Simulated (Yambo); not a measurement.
**Optical response of CdCl$_{2}$ monolayer at -4 % uniaxial strain**

```xyz
3
Lattice="3.6630 0.0000 0.0000 -1.8315 3.3044 0.0000 0.0000 0.0000 15.9000" Properties=species:S:1:pos:R:3 pbc="T T T"
Cl     1.8315     1.1111     1.4727
Cl     0.0000     2.1933    -1.4727
Cd     0.0000     0.0000     0.0000
```

Yambo, RPA with local fields on PBEsol bands; 18×18×1 mesh, 54 bands, 2 Ry local-field block, 0.2 eV broadening; field along x.

```json
[
 {"E (eV)": "0.0", "Im α (Å)": "0.00", "Re α (Å)": "1.20", "Im α, independent particles": "0.00"},
 {"E (eV)": "0.6", "Im α (Å)": "0.01", "Re α (Å)": "1.21", "Im α, independent particles": "0.01"},
 {"E (eV)": "1.2", "Im α (Å)": "0.01", "Re α (Å)": "1.23", "Im α, independent particles": "0.01"},
 {"E (eV)": "1.9", "Im α (Å)": "0.02", "Re α (Å)": "1.27", "Im α, independent particles": "0.02"},
 {"E (eV)": "2.5", "Im α (Å)": "0.03", "Re α (Å)": "1.34", "Im α, independent particles": "0.03"},
 {"E (eV)": "3.1", "Im α (Å)": "0.05", "Re α (Å)": "1.46", "Im α, independent particles": "0.05"},
 {"E (eV)": "3.8", "Im α (Å)": "0.09", "Re α (Å)": "1.65", "Im α, independent particles": "0.10"},
 {"E (eV)": "4.4", "Im α (Å)": "0.30", "Re α (Å)": "2.02", "Im α, independent particles": "0.31"},
 {"E (eV)": "5.0", "Im α (Å)": "0.91", "Re α (Å)": "1.90", "Im α, independent particles": "0.91"},
 {"E (eV)": "5.6", "Im α (Å)": "0.97", "Re α (Å)": "1.88", "Im α, independent particles": "1.06"},
 {"E (eV)": "6.2", "Im α (Å)": "2.03", "Re α (Å)": "2.12", "Im α, independent particles": "2.52"},
 {"E (eV)": "6.9", "Im α (Å)": "2.15", "Re α (Å)": "1.38", "Im α, independent particles": "2.63"},
 {"E (eV)": "7.5", "Im α (Å)": "2.25", "Re α (Å)": "-0.03", "Im α, independent particles": "2.73"},
 {"E (eV)": "8.1", "Im α (Å)": "1.15", "Re α (Å)": "-0.20", "Im α, independent particles": "1.39"},
 {"E (eV)": "8.8", "Im α (Å)": "0.90", "Re α (Å)": "0.36", "Im α, independent particles": "1.33"},
 {"E (eV)": "9.4", "Im α (Å)": "1.25", "Re α (Å)": "0.56", "Im α, independent particles": "2.12"},
 {"E (eV)": "10.0", "Im α (Å)": "1.50", "Re α (Å)": "0.32", "Im α, independent particles": "2.45"},
 {"E (eV)": "10.6", "Im α (Å)": "1.60", "Re α (Å)": "0.07", "Im α, independent particles": "2.29"},
 {"E (eV)": "11.2", "Im α (Å)": "1.45", "Re α (Å)": "-0.35", "Im α, independent particles": "1.64"},
 {"E (eV)": "11.9", "Im α (Å)": "1.17", "Re α (Å)": "-0.46", "Im α, independent particles": "1.26"},
 {"E (eV)": "12.5", "Im α (Å)": "0.85", "Re α (Å)": "-0.50", "Im α, independent particles": "0.91"},
 {"E (eV)": "13.1", "Im α (Å)": "0.88", "Re α (Å)": "-0.28", "Im α, independent particles": "1.05"},
 {"E (eV)": "13.8", "Im α (Å)": "0.78", "Re α (Å)": "-0.45", "Im α, independent particles": "0.84"},
 {"E (eV)": "14.4", "Im α (Å)": "0.67", "Re α (Å)": "-0.31", "Im α, independent particles": "0.79"},
 {"E (eV)": "15.0", "Im α (Å)": "0.70", "Re α (Å)": "-0.39", "Im α, independent particles": "0.74"},
 {"E (eV)": "15.6", "Im α (Å)": "0.62", "Re α (Å)": "-0.41", "Im α, independent particles": "0.65"},
 {"E (eV)": "16.2", "Im α (Å)": "0.55", "Re α (Å)": "-0.44", "Im α, independent particles": "0.54"},
 {"E (eV)": "16.9", "Im α (Å)": "0.43", "Re α (Å)": "-0.43", "Im α, independent particles": "0.44"},
 {"E (eV)": "17.5", "Im α (Å)": "0.38", "Re α (Å)": "-0.37", "Im α, independent particles": "0.38"},
 {"E (eV)": "18.1", "Im α (Å)": "0.33", "Re α (Å)": "-0.34", "Im α, independent particles": "0.37"},
 {"E (eV)": "18.8", "Im α (Å)": "0.30", "Re α (Å)": "-0.26", "Im α, independent particles": "0.30"},
 {"E (eV)": "19.4", "Im α (Å)": "0.32", "Re α (Å)": "-0.21", "Im α, independent particles": "0.31"},
 {"E (eV)": "20.0", "Im α (Å)": "0.37", "Re α (Å)": "-0.20", "Im α, independent particles": "0.31"}
]
```

α is the in-plane polarisability per area of the layer, a length; absorbance is 4πω Im α/c. Structure narrower than a few tenths of an eV can come from the finite k mesh. Convergence of the RPA response with its 18×18×1 mesh was not tested. No excitonic effects at this level.

Spin-orbit coupling is not included.

Geometry strained from the cell relaxed with PBEsol, atoms relaxed again.

This is a model layer cut from the bulk structure; whether it is stable on its own was not checked.
